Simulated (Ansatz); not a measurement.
Sr:
```
CELL_PARAMETERS angstrom
     -2.40509     2.40509     2.40509
      2.40509    -2.40509     2.40509
      2.40509     2.40509    -2.40509
ATOMIC_POSITIONS crystal
  Sr 0.00000 0.00000 0.00000
```

Relaxed with r²SCAN. Special points in fractions of this cell's reciprocal vectors: Γ (0.000, 0.000, 0.000); H (0.500, -0.500, 0.500); N (0.000, 0.000, 0.500); P (0.250, 0.250, 0.250).

Problem. List the band energies nearest the Fermi level at these points for r²SCAN (plane waves, PAW; program Ansatz).

Solution. In eV from the Fermi level; about four levels below and three above (degenerate sets whole), none deeper than 8.9 eV; points with the same levels are listed once.

```json
[
 {"k": "Γ", "below": "-3.85", "above": "2.72 2.72 2.72"},
 {"k": "H", "below": "-0.11 -0.11", "above": "3.77 3.77 3.77"},
 {"k": "N", "below": "-0.97", "above": "0.08 1.45 3.91"},
 {"k": "P", "below": "–", "above": "0.35 0.35 0.35"}
]
```

Space group Im-3m (bcc (W type)). This is a known high-temperature phase of the composition, computed here at zero pressure and temperature. Symmetry was held in the r²SCAN relaxation; its stability against distortions is not shown here. Spin–orbit coupling is left out wherever it is not named.

Potentials: the earlier of the program's two PAW sets.
